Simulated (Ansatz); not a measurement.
Density of states of a Li₆SiS₂N₂ cell (a random packing after short dynamics, relaxed), per eV and atom, broadened by Gaussian smearing of width 0.1 eV and averaged over bins of 0.2 eV, from 8 eV under the Fermi level at most up to where the solved bands end.

Level of theory: DFT PBE+D3(BJ), scalar-relativistic, plane waves, PAW (Ansatz 0.2.0).

Cutoff 420 eV; k points 4×4×4 on the computed 22-atom cell (Γ-centred); Gaussian smearing, width 0.02 eV; no spin polarisation.

```xyz
22
Lattice="6.3793 0.2762 0.0658 0.2594 6.5514 -0.0776 0.0610 -0.0785 6.6998" Properties=species:S:1:pos:R:3 pbc="T T T"
Si    2.4181    1.5050    4.9439
Si    0.7269    4.5063    0.3952
S     0.1772    2.3554    0.3505
S     5.8970    5.3675    2.1998
S     5.8396    5.3795    5.5451
S     2.5125    3.4237    3.6249
Li    4.5236    3.1492    5.0602
Li    0.2014    3.3804    3.9847
Li    4.2407    4.7905    0.5177
Li    1.1566    1.6701    2.7005
Li    5.4159    1.1668    1.8121
Li    2.9526    2.7931    0.5190
Li    0.2813   -0.0157    3.9653
Li    4.2074    0.4005    3.5941
Li    5.2963    1.2155    5.7132
Li    2.5430    5.3023    5.1741
Li    4.6515    3.1437    2.5393
Li    2.3374    5.4626    2.3107
N     2.2331    0.2500    3.8504
N     5.5660    1.8975    3.7653
N     4.8446    2.6253    0.5068
N     2.3456    4.8008    0.3924
```

```tsv
E − E_F (eV)	total	S 3p	N 2p	Si 3p	Li 2s
-7.95	0.186	0.082	0.018	0.009	0.005
-7.75	0.052	0.022	0.005	0.002	0.001
-7.55	0.010	0.003	0.002	0.000	0.001
-7.35	0.166	0.041	0.029	0.008	0.009
-7.15	0.224	0.054	0.038	0.011	0.011
-6.95	0.054	0.013	0.009	0.003	0.002
-6.75	0.002	0.000	0.000	0.000	0.000
-6.55	0.039	0.021	0.007	0.007	0.002
-6.35	0.198	0.104	0.037	0.034	0.010
-6.15	0.269	0.145	0.048	0.044	0.013
-5.95	0.352	0.193	0.068	0.047	0.016
-5.75	0.246	0.111	0.074	0.020	0.015
-5.55	0.240	0.105	0.075	0.017	0.015
-5.35	0.223	0.119	0.053	0.017	0.020
-5.15	0.405	0.223	0.088	0.035	0.036
-4.95	0.220	0.122	0.047	0.021	0.017
-4.75	0.347	0.145	0.103	0.053	0.022
-4.55	0.438	0.196	0.124	0.060	0.029
-4.35	0.406	0.213	0.097	0.044	0.028
-4.15	0.446	0.255	0.101	0.035	0.031
-3.95	0.550	0.329	0.128	0.030	0.036
-3.75	0.471	0.293	0.115	0.018	0.022
-3.55	0.315	0.186	0.092	0.011	0.012
-3.35	0.371	0.157	0.156	0.022	0.016
-3.15	0.390	0.164	0.164	0.023	0.015
-2.95	0.348	0.118	0.174	0.020	0.013
-2.75	0.332	0.087	0.188	0.021	0.013
-2.55	0.336	0.121	0.165	0.017	0.012
-2.35	0.277	0.102	0.135	0.013	0.011
-2.15	0.308	0.086	0.170	0.016	0.016
-1.95	0.325	0.068	0.207	0.011	0.015
-1.75	0.534	0.090	0.359	0.014	0.029
-1.55	0.502	0.067	0.351	0.015	0.028
-1.35	0.360	0.043	0.255	0.013	0.019
-1.15	0.392	0.046	0.273	0.019	0.017
-0.95	0.269	0.049	0.173	0.010	0.011
-0.75	0.088	0.021	0.046	0.006	0.004
-0.55	0.004	0.001	0.002	0.000	0.000
-0.35	0.000	0.000	0.000	0.000	0.000
-0.15	0.000	0.000	0.000	0.000	0.000
0.05	0.000	0.000	0.000	0.000	0.000
0.25	0.000	0.000	0.000	0.000	0.000
0.45	0.000	0.000	0.000	0.000	0.000
0.65	0.015	0.001	0.003	0.007	0.001
0.85	0.158	0.011	0.033	0.072	0.015
1.05	0.255	0.024	0.055	0.107	0.023
1.25	0.040	0.005	0.008	0.015	0.004
1.45	0.110	0.019	0.011	0.021	0.018
1.65	0.242	0.043	0.025	0.033	0.047
1.85	0.292	0.047	0.031	0.041	0.061
2.05	0.196	0.026	0.020	0.031	0.042
2.25	0.249	0.028	0.025	0.055	0.051
2.45	0.246	0.027	0.022	0.058	0.045
2.65	0.253	0.022	0.026	0.046	0.051
2.85	0.335	0.027	0.033	0.060	0.069
3.05	0.297	0.023	0.025	0.056	0.064
3.25	0.284	0.023	0.022	0.048	0.060
3.45	0.336	0.030	0.026	0.056	0.065
3.65	0.362	0.027	0.025	0.056	0.077
```

The columns after the total are the largest Löwdin projections on the valence shells of the potentials, so they needn't add up, and the weight of a shell that a potential lacks goes to other orbitals. The cell has a gap on the mesh of 1.40 eV.

Cost: 2 runs of about 5.7 core-minutes in all (earlier runs that led there not counted), on Arm Neoverse V2 (shared hosts).